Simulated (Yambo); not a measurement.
G0W0@PBEsol for PbTe (rock salt, space group Fm-3m, No. 225) in Yambo (4×4×4 mesh, 8 Ry block, plasmon pole, screening fixed), without a terminator:

```
bands N in G  gap L → L (eV)  shift of the valence edge (eV)
------------  --------------  ------------------------------
47                     1.068                          -0.251
84                     1.126                          -0.538
131                    1.154                          -0.652
```

Task: Extrapolate both columns to infinite N with E(N) = E∞ + A/N, test the form, and compare with the terminator.

Result: From two points, E∞ = (N2 E2 − N1 E1)/(N2 − N1). The two largest N give 1.20 eV for the gap and -0.86 eV for the shift; the two smallest give 1.20 eV and -0.90 eV. For the gap the slopes A are -6.2 and -6.6 eV: the 1/N form holds. For the shift the slopes A are 31 and 27 eV: the 1/N form holds. With the Bruneval-Gonze terminator and 131 bands the run gives 1.18 eV and -0.74 eV, 0.02 eV and 0.11 eV from the extrapolated values: the terminator too is an estimate of the remainder. Block, mesh and the bands in W are held fixed.

The standard potentials for Pb, Te keep a d shell in the valence without the s and p states of that shell. In tests on such compounds this moved G0W0 gaps by up to about 0.9 eV, so absolute quasiparticle energies here are unreliable; differences between settings are what counts.

Spin-orbit coupling is not included.

Geometry of the Materials Project entry, not relaxed at this level; primitive cell a = b = c = 4.626 Å, α = β = γ = 60.00°.

A shift is the quasiparticle energy of the state minus its PBEsol energy.
